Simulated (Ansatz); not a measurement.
Here is the system:

Nb:
```yaml
crystal:
  lattice:
    - [0.00000, 2.08510, 2.08510]
    - [2.08510, 0.00000, 2.08510]
    - [2.08510, 2.08510, 0.00000]
  atoms:
    - { symbol: Nb, position: [0.00000, 0.00000, 0.00000] }
```

This is the PBEsol-relaxed structure.

Task: All from DFT-PBEsol in the program Ansatz with PAW potentials, unless another level is named. Predict the density of states at the Fermi level.

Result: 1.5 states/eV per atom (mean over ±0.08 eV).

Task: What about the gap with spin–orbit coupling?

Result: none (metallic).

Space group Fm-3m (fcc (Cu type)). The workflow started from an entry of the Crystallography Open Database (COD), which files this formula under 2 space groups. It is not the phase usual at ambient conditions (space group No. 229). Symmetry was held in the PBEsol relaxation. At this level the phase is mechanically unstable. The run is not spin-polarised. Scalar-relativistic: spin–orbit coupling is off unless named, which matters more the heavier the elements.

Potentials: the earlier of the program's two PAW sets.
